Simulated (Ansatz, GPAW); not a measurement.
This is a calculation of ZnMo3 for Ansatz 0.2.0. Atoms were shifted at random by some hundredths of an Å from the given cell, which wasn't relaxed again for these runs. The cell comes from a database or a generator and needn't be the stable form of this composition.

File input.yaml:

```yaml
crystal:
  lattice:
    - [3.943154, 0.0, 0.0]
    - [0.0, 3.943154, 0.0]
    - [0.0, 0.0, 3.943154]
  atoms:
    - { symbol: Mo, position: [0.488381, 0.500534, -9.8e-05] }
    - { symbol: Mo, position: [0.504653, -0.006005, 0.501594] }
    - { symbol: Mo, position: [-0.001277, 0.505662, 0.484557] }
    - { symbol: Zn, position: [-0.002095, 0.00242, -0.006816] }
hamiltonian:
  xc: pbe
  pseudopotentials: { kind: paw }
kpoints:
  mp_grid: { grid: [7, 7, 7] }
scf:
  occupations: { method: fermi_dirac, width: 0.05 }
output:
  forces: true
  stress: true
  eigenvalues: true
```

Potentials or basis: Ansatz PAW.

Launch:

```bash
$ ansatz run input.yaml --threads 2 --pin off --max-ram 5120MiB --backend cpu --events-out ev --progress --plain --runs-dir out
```

Question: Set up the same calculation for GPAW 26.7.0 (ASE script). Potentials or basis there: GPAW PAW data sets (gpaw-data 1.2.1), cutoff 600 eV.

Answer: As run (cutoffs and basis follow the program's own potentials, and thresholds, step limits or extra output files can differ):

The input run.py:

```python
from ase import Atoms
from ase.dft.bandgap import bandgap
from ase.io import write
from ase.units import GPa
from gpaw import GPAW, PW

atoms = Atoms(['Mo', 'Mo', 'Mo', 'Zn'],
              cell=[[3.943154, 0.0, 0.0],
                    [0.0, 3.943154, 0.0],
                    [0.0, 0.0, 3.943154]],
              scaled_positions=[[0.488381, 0.500534, -0.000098],
                                [0.504653, -0.006005, 0.501594],
                                [-0.001277, 0.505662, 0.484557],
                                [-0.002095, 0.00242, -0.006816]],
              pbc=True)

calc = GPAW(mode=PW(600),
            xc='PBE',
            kpts={'size': (7, 7, 7), 'gamma': True},
            occupations={'name': 'fermi-dirac', 'width': 0.05},
            nbands=47,
            convergence={'density': 1e-05, 'energy': 1e-05},
            maxiter=150,
            txt='gpaw.txt')
atoms.calc = calc
energy = atoms.get_potential_energy()
forces = atoms.get_forces()
stress = atoms.get_stress()
calc.write('gs.gpw')
write('result.traj', atoms)
print(f'Energy: {energy:.6f} eV')
print('Forces (eV/A):')
print(forces.round(4))
print('Stress (GPa):', (stress / GPa).round(3))
print('Fermi level:', round(calc.get_fermi_level(), 4), 'eV')
print(f'Gap: {bandgap(calc)[0]:.4f} eV, direct: {bandgap(calc, direct=True)[0]:.4f} eV')
```

Potentials or basis: GPAW PAW data sets (gpaw-data 1.2.1), pw.

Run with:

```console
$ OMP_NUM_THREADS=1 python run.py
```

Both were run:

|  | Ansatz | GPAW |
| --- | --- | --- |
| Pressure | -1.0 GPa | -1.3 GPa |
| Largest force | 0.575 eV/Å | 0.572 eV/Å |
| Energy over the undisturbed cell | 8.7 meV/atom | 8.6 meV/atom |

Ansatz's pressure holds a Pulay term of +0.06 GPa for its cutoff of 420 eV, which the other run lacks.

Where Ansatz's input types no cutoff or centring, it takes its own default and a Γ-centred mesh.

Pressure is positive in compression.
